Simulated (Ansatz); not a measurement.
**KI (rock salt): scan of one atom of the cell**

Relaxed KI (rock salt):

```xyz
2
Lattice="0.0000 3.5906 3.5906 3.5906 0.0000 3.5906 3.5906 3.5906 0.0000" Properties=species:S:1:pos:R:3 pbc="T T T"
I      0.0000     0.0000     0.0000
K      3.5906     3.5906     3.5906
```

In each cell atom 2 (K, nearest neighbour I at 3.591 Å; its periodic images, 5.1 Å or more away, move with it) moves by s·(0.707, 0.707, 0.000) (along Cartesian [110]), the rest being held.

Level of theory: PBE (plane waves to 420 eV, PAW, scalar-relativistic; Ansatz, a program for electronic structure). k mesh 7×7×7 (Γ-centred), Fermi-Dirac smearing 0.05 eV. The energy includes the smearing's −TS. Stress and pressure are positive under compression. F∥ is the force on the atom along that direction. KI was relaxed with its symmetry unable to fall. Spin-orbit coupling is left out, though I is heavy. The relaxed volume of KI is well above the measured one; the method has no dispersion term. The zero of ΔE is the undisplaced structure.

| s (Å) | ΔE (eV/cell) | P (GPa) | F∥ (eV/Å) |
|---|---|---|---|
| -0.720 | 0.2583 | 1.78 | 0.811 |
| -0.576 | 0.1572 | 1.13 | 0.598 |
| -0.432 | 0.0846 | 0.63 | 0.415 |
| -0.288 | 0.0363 | 0.28 | 0.259 |
| -0.144 | 0.0089 | 0.07 | 0.124 |
| 0.000 | 0.0000 | 0.00 | 0.000 |
| 0.144 | 0.0089 | 0.07 | -0.124 |
| 0.288 | 0.0363 | 0.28 | -0.259 |
| 0.432 | 0.0846 | 0.63 | -0.415 |
| 0.576 | 0.1572 | 1.13 | -0.598 |
| 0.720 | 0.2583 | 1.78 | -0.811 |

Derived quantities:

| Item | Value |
|---|---|
| Energy at s = 0.720 Å | 258.3 meV/cell |
| Force along the line at s = -0.720 Å | 0.811 eV/Å |
| Symmetry of the curve | even: the same for both signs |
| Shape of the curve | a single well with its minimum at or next to zero displacement |
| Force constant k = d²E/ds² at s = 0 (finite differences) | 0.85 eV/Å² |
| Harmonic estimate at the end of the scan | ½ks² = 220.1 meV/cell against the computed 258.3 meV/cell, so the well is stiffer than harmonic there |
| Zone-centre optical wavenumber from k (transverse: no LO-TO term) | 88 cm⁻¹ |

(A displaced cell: forces are minus the slopes of the energy, force constants its curvatures, and phonons follow from these.)
